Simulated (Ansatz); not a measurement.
Ansatz input

```yaml
crystal:
  lattice:
    - [2.8134901733, 0.0, 0.0]
    - [0.0, 2.8134901733, 0.0]
    - [0.0, 0.0, 2.8134901733]
  atoms:
    - { symbol: As, position: [0.0, 0.0, 0.0] }
hamiltonian:
  xc: blyp
  pseudopotentials:
    kind: paw
    azcp:
      As: "pseudopotentials/As.paw.azcp"
basis:
  ecutwfc: 420
  fft_grid_basis: typed
kpoints:
  mp_grid: { grid: [13, 13, 13], shift: [0, 0, 0] }
magnetization:
  spin_polarized: false
scf:
  occupations: { method: fermi_dirac, width: 0.1 }
  lower_state_search: "off"
output:
  stress: true
```

Output

```
Engine: ansatz 0.2.0, aarch64-unknown-linux-gnu
Pseudopotentials: kind: paw
Pseudopotential: As, paw, valence charge 15, recommended cutoff 420 eV (normal) 
Functional definition: BLYP
  parameter beta = 0.0042
  parameter a = 0.04918
  parameter b = 0.132
  parameter c = 0.2533
  parameter d = 0.349
  exchange = b88_x(beta = beta)
  correlation = lyp_c(a = a, b = b, c = c, d = d)
Crystal: 1 atoms, lattice volume = 22.271 Å³
Basis set: ecut = 420 eV, 461 PW (Γ), exchange–correlation on 40×40×40 points (8 copies of the dense FFT grid, shifted against one another)
Bands: 12, of which v1, the nominal top of the filled ones, is band 8 counted from 1 (7 counted from 0)
Symmetry: 48 space group operations
Space group: Pm-3m (ITA 221), of the structure as read, at distance tolerance 2.8e-5 Å
k-points: 84 of 2197
Non-local potential: As, projectors of the file, l = 0: 2, l = 1: 2, l = 2: 3, l = 3: 1
PAW form: soft (Blöchl's): semilocal exchange-correlation on the pseudo side does not see the compensation charge
PAW frozen core: As, regenerated for the run's functional, and the local potential with it (the file was generated under x = pbe(κ = 0.804, μ = 0.2195149727645171), c = pbe(β = 0.06672455060314922))
PAW one-centre angular grid: As, 590 points (default); XC on 64 Gauss nodes
Initial density: superposition of atomic densities (neutral atoms: chi_scale 0, normalization atom), corrected by the library's trained network
Initial wavefunctions: pseudopotential atomic-orbital guess
Functional: x = b88, c = lyp
SCF iter   1: F=—  HF=-4866.541633 eV  |F-HF|=—  |Δ(HF+E_count)|=         —  Δρ=8.04e-3  dr2=1.65e-2  ethr=1.77e-3  ⟨swp⟩=5.2  Hψ=6065  notcnv=0
SCF iter   2: F=—  HF=-4866.537741 eV  |F-HF|=—  |Δ(HF+E_count)|=   3.89e-3  Δρ=5.01e-3  dr2=7.24e-3  ethr=1.10e-4  ⟨swp⟩=1.0  Hψ=1680  notcnv=0
SCF iter   3: F=—  HF=-4866.535231 eV  |F-HF|=—  |Δ(HF+E_count)|=   2.51e-3  Δρ=1.03e-3  dr2=2.32e-4  ethr=4.83e-5  ⟨swp⟩=2.5  Hψ=1668  notcnv=0
SCF iter   4: F=—  HF=-4866.534886 eV  |F-HF|=—  |Δ(HF+E_count)|=   3.44e-4  Δρ=4.92e-4  dr2=3.06e-5  ethr=1.55e-6  ⟨swp⟩=2.0  Hψ=1619  notcnv=0
SCF iter   5: F=—  HF=-4866.534896 eV  |F-HF|=—  |Δ(HF+E_count)|=   9.32e-6  Δρ=9.61e-5  dr2=2.19e-6  ethr=2.04e-7  ⟨swp⟩=2.0  Hψ=1620  notcnv=0
SCF iter   6: F=-4866.534892 eV  HF=-4866.534892 eV  |F-HF|=1.35e-7  |Δ(HF+E_count)|=   3.33e-6  Δρ=1.77e-5  dr2=5.92e-8  ethr=6.67e-10  ⟨swp⟩=3.0  Hψ=3983  notcnv=0
SCF 1 converged in 6 iterations: F = -4866.534892 eV  dr2 = 5.92e-8
SCF converged after 6 iterations
Free energy (F): -4866.534892 eV
Harris-Foulkes:  -4866.534892 eV  (|F-HF|=1.35e-7)
Internal energy: -4866.523054 eV  (E = F + TS)
E sigma→0 (E₀):  -4866.528973 eV
Entropy (-TS):   -0.011838 eV (-11.838 meV/atom)
Fermi energy:    10.226236 eV
--- Per-component energies (eV) ---
  E_band       = -235.137375
  E_kinetic    = 102.163654
  E_local      = -1654.315905  (includes V_loc(G=0)·N_el)
  E_nonlocal   = -673.275980
  E_hartree    = 916.734373
  E_xc         = -77.576000
  E_vxc        = -76.690375  (∫ρ·V_xc dr)
  E_paw        = -1846.780862  (= ΣΔE_a)
  E_vpaw       = 233.498034  (= ΣTr[D̂ρ^β])
  E_aug_tail   = 0.000007  (compensation charges beyond the density's cutoff)
  E_ewald      = -1633.667961
  E_core_change = 0.195620  (= ΣΔE_core)
  E_smearing   = -0.011838  (= −TS)
  E_closure    = 0.000000  (closes the sum)
  Σ components = -4866.534892   (vs F -4866.534892, Δ=0.00e0)
--- Stress (GPa, compression-positive) ---
       -0.452858       0.000000       0.000000
        0.000000      -0.452858       0.000000
        0.000000       0.000000      -0.452858
  P = ⅓ Tr σ = -0.4529 GPa (-4.529 kbar)
```
